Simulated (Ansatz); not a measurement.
Consider a crystal of TaF3 in space group P6/mmm (No. 191), with Ta on 1a; F on 3f.

The calculation used DFT PBE, scalar-relativistic, plane waves, PAW (Ansatz 0.2.0). Cutoff 420 eV, Γ-centred mesh, Gaussian smearing, no spin polarisation.

The zero of energy is the elements' standard structures at the same level (F₂ as a molecule); no fitted shifts are applied.

Question: Give the relaxed lattice parameters and positions.

Answer:

Space group P6/mmm (No. 191). a = 4.332 Å, b = 4.332 Å, c = 2.911 Å, α = 90.00°, β = 90.00°, γ = 120.00°
| atom | site | symmetry | x | y | z |
| --- | --- | --- | --- | --- | --- |
| Ta | 1a | 6/mmm | 0.0000 | 0.0000 | 0.0000 |
| F | 3f | mmm | 0.5000 | 0.0000 | 0.0000 |

Ta has 6 F at 2.17 Å and 2 Ta at 2.91 Å; around F lie 4 F at 2.17 Å and 2 Ta at 2.17 Å. Another local minimum with the same sites may exist.

Question: And its energy and gap?

Answer: The energy over the elements is −1.95 eV/atom and the gap on the 12×12×16 mesh of the 4-atom cell is 0 eV (a metal). Whether it is stable depends on the other phases of the system, which aren't compared here.

The last run used Gaussian smearing of 0.10 eV. Spin–orbit coupling, which can matter for Ta, is left out. The cell is a metal run without spin; a magnetic state may lie lower. Symmetry constrained the relaxation, so the result can be a saddle point.
